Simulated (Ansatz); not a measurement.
KTaO3 (cubic perovskite)

```yaml
crystal:
  lattice:
    - [4.02438, 0.00000, 0.00000]
    - [0.00000, 4.02438, 0.00000]
    - [0.00000, 0.00000, 4.02438]
  atoms:
    - { symbol: K, position: [0.00000, 0.00000, 0.00000] }
    - { symbol: Ta, position: [0.50000, 0.50000, 0.50000] }
    - { symbol: O, position: [0.00000, 0.50000, 0.50000] }
    - { symbol: O, position: [0.50000, 0.50000, 0.00000] }
    - { symbol: O, position: [0.50000, 0.00000, 0.50000] }
```

Scan: atom 5 (O, nearest neighbour Ta at 2.012 Å; its periodic images, 4.0 Å or more away, move with it) is displaced towards the nearest neighbour, direction (0.000, -1.000, 0.000) in Cartesian axes, by s. The other atoms stay.

All values below come from PBE (plane waves to 420 eV, PAW, scalar-relativistic; Ansatz, a first-principles code). k mesh 7×7×7 (Γ-centred), Fermi-Dirac smearing 0.05 eV. E stands for the smeared free energy. Left out: 4 of 11 points, with atoms too close for the PAW data. KTaO3 is run without spin polarisation. KTaO3 was relaxed with its symmetry unable to fall. Spin-orbit coupling is left out, though Ta is heavy. ΔE is measured from the undisplaced structure.

```tsv
s (Å)	ΔE (meV/cell)
-0.240	379
-0.160	140
-0.080	31
0.000	0
0.080	31
0.160	140
0.240	379
```

### Question
What force constant k = d²E/ds² at s = 0 does the table give?

### Answer
9.2 eV/Å². It is the second difference of the nearest points, corrected with the next pair.

### Question
With k = 9.19 eV/Å² from the forces, is the well harmonic out to s = 0.240 Å?

### Answer
½ks² = 265 meV/cell against the computed 379 meV/cell, so the well is stiffer than harmonic there.

(A displaced cell: forces are minus the slopes of the energy, force constants its curvatures, and phonons follow from these.)
